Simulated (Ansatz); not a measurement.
Theory: Ansatz, DFT PBE, scalar-relativistic, plane waves, PAW. Settings of the last relaxation (12-atom cell): 420 eV, 8×8×2 k points, Gaussian smearing of 0.02 eV, no spin polarisation.

Formation energies are uncorrected and count from the elements' standard states at the same level.

**Question.** Find a candidate tetragonal semiconductor that holds Zn and 2 more elements, with a gap near 1.4 eV, a formation energy near −0.71 eV/atom and about 22 Å³ per atom, in a cell of 12 atoms.

**Answer.** BeZn5Se6, space group P-4m2 (No. 115). Be has 4 Se at 2.31 Å; Zn on a site of symmetry 2mm has 4 Se at 2.47–2.48 Å; Zn on a second site of symmetry 2mm is surrounded by 4 Se at 2.47 Å; Se on its first site has 4 Zn at 2.47 Å; 3 more sites not described.

```cif
data_structure
_symmetry_space_group_name_H-M 'P-4m2'
_symmetry_Int_Tables_number 115
_cell_length_a 3.9774
_cell_length_b 3.9774
_cell_length_c 17.0262
_cell_angle_alpha 90.000
_cell_angle_beta 90.000
_cell_angle_gamma 90.000
_cell_volume 269.36
loop_
_atom_site_label
_atom_site_type_symbol
_atom_site_symmetry_multiplicity
_atom_site_Wyckoff_symbol
_atom_site_fract_x
_atom_site_fract_y
_atom_site_fract_z
_atom_site_occupancy
Be1 Be 1 c 0.50000 0.50000 0.50000 1
Zn1 Zn 2 e 0.00000 0.00000 0.65624 1
Zn2 Zn 2 f 0.50000 0.50000 0.82809 1
Zn3 Zn 1 a 0.00000 0.00000 0.00000 1
Se1 Se 2 g 0.50000 0.00000 0.74215 1
Se2 Se 2 g 0.00000 0.50000 0.91404 1
Se3 Se 2 g 0.50000 0.00000 0.43042 1
```

| Quantity | Value |
| --- | --- |
| Volume per atom | 22.45 Å³ |
| Density | 4.99 g/cm³ |
| Energy over the elements | −0.709 eV/atom |
| Gap on the 8×8×2 mesh of the 12-atom cell | 1.45 eV |

It was reached by relaxing an invented guess, and it needn't be the stable form of this composition. The answer needn't be unique; the calculation gave this one.

Kohn–Sham gaps at this level usually fall short of measured ones. The reference form of Se is held partly by dispersion forces, which this level lacks. A later test with randomly moved atoms came back to the same energy, though modes that don't fit the test's cell weren't probed.
